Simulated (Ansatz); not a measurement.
This WS₃ structure is the end of a relaxation. The cell was found from a structure generator's guess, not taken from experiment.

Computed with DFT PBE, scalar-relativistic, plane waves, PAW (Ansatz 0.2.0). Cutoff 420 eV, Γ-centred mesh, Gaussian smearing, no spin polarisation.

```
W S
1.0
     4.68259    0.00000    0.00000
     0.00000    4.68259    0.00000
     0.00000    0.00000    4.68259
W S
1 3
Cartesian
  0.0000 0.0000 0.0000
  0.0000 2.3413 0.0000
  2.3413 0.0000 0.0000
  0.0000 0.0000 2.3413
```

Formation energies are uncorrected and refer to the elements' standard structures at the same level.

(1) What space group does it have?

(2) How far does it lie from the elements in energy?

(3) Is it a metal?

Results:

(1) Pm-3m (No. 221), the ReO3 type. Conventional cell: a = 4.683 Å. Around W lie 6 S at 2.34 Å; S has 2 W at 2.34 Å.

(2) −0.03 eV/atom. The formation energy is too near zero to say whether this cell lies below the elements.

(3) Yes, bands cross the Fermi level on the 10×10×10 mesh.

The last run used a 10×10×10 mesh for its 4-atom cell and Gaussian smearing of 0.10 eV. For metals, differences of a few meV/atom aren't resolved. These runs have no spin–orbit coupling, which can matter for W. The reference form of S is held partly by dispersion forces, which this level lacks. Symmetry constrained the relaxation, so the result can be a saddle point.
